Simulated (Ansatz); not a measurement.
WO3:
```yaml
crystal:
  lattice:
    - [3.77622, 0.00000, 0.00000]
    - [0.00000, 3.77622, 0.00000]
    - [0.00000, 0.00000, 3.77622]
  atoms:
    - { symbol: W, position: [0.00000, 0.00000, 0.00000] }
    - { symbol: O, position: [0.00000, 0.00000, 0.50000] }
    - { symbol: O, position: [0.50000, 0.00000, 0.00000] }
    - { symbol: O, position: [0.00000, 0.50000, 0.00000] }
```

Relaxed with LDA. Special points in fractions of this cell's reciprocal vectors: Γ (0.000, 0.000, 0.000); X (0.000, 0.500, 0.000); M (0.500, 0.500, 0.000); R (0.500, 0.500, 0.500).

Question: List the band energies nearest the valence-band maximum at these points for LDA in the plane-wave PAW code Ansatz.

Answer: In eV from the valence-band maximum; about four levels below and three above (degenerate sets whole), none deeper than 8.9 eV; points with the same levels are listed once.

| k | below | above |
|---|---|---|
| Γ | -1.22 -1.22 -1.22 -1.06 -1.06 -1.06 | 0.55 0.55 0.55 |
| X | -2.58 -1.55 -1.09 -1.09 | 0.61 4.20 4.20 |
| M | -2.18 -2.01 -2.01 -0.01 | 4.22 4.22 5.62 |
| R | -5.61 -5.61 -5.61 0.00 0.00 0.00 | 5.65 5.65 5.65 |

Space group Pm-3m (ReO3 type). The workflow started from a Materials Project entry (that database holds measured and hypothetical structures alike); the Crystallography Open Database copy checked does not list it. COD files the formula under space group No. 2, 14, 62, 129, 130, 191, so this cell is another polymorph or a model. Its standing as an ambient phase is unchecked. Symmetry was held in the LDA relaxation. At this level the phase is dynamically unstable (imaginary phonons). The run is not spin-polarised. No Hubbard U is applied. Spin–orbit coupling is left out wherever it is not named.

Potentials: the later of the program's two PAW sets.
